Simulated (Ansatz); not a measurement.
Cs₃FeF₆:
```yaml
crystal:
  lattice:
    - [0.00000, 4.73582, 4.73582]
    - [4.73582, 0.00000, 4.73582]
    - [4.73582, 4.73582, 0.00000]
  atoms:
    - { symbol: Cs, position: [0.25000, 0.25000, 0.25000] }
    - { symbol: Cs, position: [0.75000, 0.75000, 0.75000] }
    - { symbol: Cs, position: [0.50000, 0.50000, 0.50000] }
    - { symbol: Fe, position: [0.00000, 0.00000, 0.00000] }
    - { symbol: F, position: [0.79500, 0.20500, 0.20500] }
    - { symbol: F, position: [0.20500, 0.79500, 0.79500] }
    - { symbol: F, position: [0.20500, 0.79500, 0.20500] }
    - { symbol: F, position: [0.79500, 0.20500, 0.79500] }
    - { symbol: F, position: [0.20500, 0.20500, 0.79500] }
    - { symbol: F, position: [0.79500, 0.79500, 0.20500] }
```
The run is spin-polarised; directions of the spins, atom by atom: 0 0 0 ↑ 0 0 0 0 0 0.

Relaxed with r²SCAN.

Give the Bader charges and basin volumes of the independent atoms, r²SCAN (plane waves, PAW; program Ansatz).



```
atom  Bader charge (e)  Bader volume (Å³)
----  ----------------  -----------------
Cs1              +0.93               37.5
Cs3              +0.91               31.6
Fe4              +2.07                7.2
F5               -0.81               16.4
```

Space group Fm-3m. The first step of the workflow began from a Materials Project structure, measured or hypothetical; the Crystallography Open Database copy checked does not list it. Whether it is the stable phase at ambient conditions was not checked. The r²SCAN relaxation kept the symmetry of its start; its stability against distortions is not shown here. The final state is ferromagnetic, chosen from 3 collinear starts compared on coarse meshes (ties went to the first, and starts can fall back to one state), not a proven ground state. Other orbital occupations within this spin state were not tried. No Hubbard U is applied. Spin–orbit coupling is left out wherever it is not named.

Potentials: the later of the program's two PAW sets.
